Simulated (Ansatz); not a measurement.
Sr$_{2}$MgH$_{6}$:
```cif
data_H6MgSr2
_chemical_formula_sum 'Sr2 Mg1 H6'
_space_group_name_H-M_alt 'P-3m1'
_space_group_IT_number 164
_space_group_name_Hall '-P 3 2"'
_cell_length_a 5.47141
_cell_length_b 5.47141
_cell_length_c 4.18718
_cell_angle_alpha 90.000
_cell_angle_beta 90.000
_cell_angle_gamma 120.000
loop_
_atom_site_label
_atom_site_type_symbol
_atom_site_symmetry_multiplicity
_atom_site_Wyckoff_symbol
_atom_site_fract_x
_atom_site_fract_y
_atom_site_fract_z
_atom_site_occupancy
Sr1 Sr 2 d 0.66667 0.33333 0.26347 1
Mg1 Mg 1 a 0.00000 0.00000 0.00000 1
H1 H 6 i 0.17673 0.35346 0.23478 1
```

Relaxed with r²SCAN.

Task: Tabulate the valence density and the electron localisation function along the shortest Sr–H contact (2.56 Å), DFT-r²SCAN in the program Ansatz with PAW potentials.

Result: 

```tsv
distance from Sr (Å)	density (e/Å³)	ELF
0.26	2.08	0.19
0.38	2.66	0.55
0.51	2.68	0.77
0.64	2.19	0.85
0.77	1.51	0.86
0.90	0.91	0.82
1.02	0.51	0.66
1.15	0.28	0.32
1.28	0.17	0.11
1.41	0.13	0.07
1.54	0.14	0.17
1.66	0.17	0.53
1.79	0.23	0.89
1.92	0.32	0.98
2.05	0.48	1.00
2.18	0.72	1.00
2.30	1.12	1.00
```

The density is the valence pseudo-density with augmentation charge, so density and ELF within about 1 Å of a nucleus are not all-electron values.

The first step of the workflow began from a Materials Project structure, measured or hypothetical; the Crystallography Open Database copy checked does not list it. Whether it is the stable phase at ambient conditions was not checked. The r²SCAN relaxation kept the symmetry of its start; its stability against distortions is not shown here.

Potentials: the later of the program's two PAW sets.
